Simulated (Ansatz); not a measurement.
Mo:
```
Mo
1.0
   -1.58024     1.58024     1.58024
    1.58024    -1.58024     1.58024
    1.58024     1.58024    -1.58024
Mo
1
Direct
  0.00000   0.00000   0.00000
```

Relaxed with PBE. Special points in fractions of this cell's reciprocal vectors: Γ (0.000, 0.000, 0.000); H (0.500, -0.500, 0.500); N (0.000, 0.000, 0.500); P (0.250, 0.250, 0.250).

Task: List the band energies nearest the Fermi level at these points for PBE (plane waves, PAW; program Ansatz).

Result: In eV from the Fermi level; about four levels below and three above (degenerate sets whole), none deeper than 8.9 eV; … stands for higher levels left out; points with the same levels are listed once.

| k | below | above |
|---|---|---|
| Γ | -7.21 -1.36 -1.36 -1.36 | 1.62 1.62 … |
| H | -5.38 -5.38 | 3.90 3.90 3.90 |
| N | -5.28 -3.37 | 1.57 1.65 2.27 |
| P | -2.62 -2.62 -2.62 | 2.39 2.39 9.47 |

Space group Im-3m (bcc (W type)). The cell was relaxed with PBE under the symmetry of its start. No spin polarisation was allowed. Scalar-relativistic: spin–orbit coupling is off unless named, which matters more the heavier the elements.

Potentials: the earlier of the program's two PAW sets.
